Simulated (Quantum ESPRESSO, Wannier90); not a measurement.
PbSe (Cmcm): Wannier90 run

```
begin unit_cell_cart
ang
    4.3097500000    0.0000000000    0.0000000000
    0.0000000000    0.0000000000   -4.4504900000
   -2.1548750000    6.1339450000    0.0000000000
end unit_cell_cart
begin atoms_frac
Pb   0.3682400000  0.2500000000 -0.2635200000
Pb  -0.3682400000 -0.2500000000  0.2635200000
Se   0.1387100000  0.2500000000  0.2774200000
Se  -0.1387100000 -0.2500000000 -0.2774200000
end atoms_frac
```

Materials Project entry mp-1063670; symmetrised, unrelaxed at this level. Not found in the COD (Crystallography Open Database) copy used, which has the formula in other groups; not checked further. Computed values, not measurements, from PBEsol: Quantum ESPRESSO (norm-conserving PseudoDojo potentials, cutoff 69 Ry, no spin polarisation, no spin-orbit coupling) on a Γ-centred 6×6×6 mesh, then Wannier90. Density: 8×8×8 mesh, Gaussian smearing 0.01 Ry. Spin-orbit coupling is left out although heavy elements are present.

Bands 23-24 form an isolated set from -8.47 to -6.24 eV relative to the valence-band maximum (on the path) and are turned into 2 Wannier functions by minimising the spread from the start: atomic waves Pb 6s.

Where do the functions sit, how wide are they and what are they made of?


```tsv
functions	spread (Å²)	nearest atom, distance (Å)	second atom, distance (Å)	weight on atomic waves
2	3.57	Pb 0.20	Se 2.62	Pb 6s 75 %, Se 4p 16 %, Se 4s 8 %
```

Ω_I = 7.13 Å², Ω_total = 7.14 Å²; the interpolated bands follow pw.x to 0.7 meV rms on the path. Only this start was tried; a symmetric start can stop on a saddle, and mixtures of these functions could lower the total by at most Ω_total − Ω_I.
